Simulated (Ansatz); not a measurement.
LuAgO₂ in space group R-3m (No. 166; Lu on 3b, Ag on 3a, O on 6c), plane-wave PAW PBE (Ansatz code), all energies at zero smearing, with the estimated change up to a 700 eV cutoff added, with one set of potentials and settings (totals compare only within such a set). Cell of 4 atoms (1 Lu, 1 Ag, 2 O): -23461.899 eV.

| element | reference phase | E (eV/atom) |
|---|---|---|
| Lu | P6_3/mmc, 2 atoms in the cell | -14732.4262 |
| Ag | R-3m, 3 atoms in the cell | -7590.5531 |
| O | C2/m, 4 atoms in the cell, spin-polarised | -565.0000 |

Formation energy per atom, worked out: (-23461.899 − 1×(-14732.4262) − 1×(-7590.5531) − 2×(-565.0000))/4 = -2.230 eV/atom (-215 kJ per mol of atoms), at 0 K, without zero-point energy or fitted corrections.

The workflow started from a Materials Project entry (that database holds measured and hypothetical structures alike); the Crystallography Open Database copy checked does not list it. Its standing as an ambient phase is unchecked. Symmetry was held in the PBE relaxation; of distortions, only those at the zone centre were tested. The run is not spin-polarised. The references are the lowest solids computed at this level, not always the standard phases (solids in place of the gases). Spin–orbit coupling is left out wherever it is not named.

Potentials: the later of the program's two PAW sets.
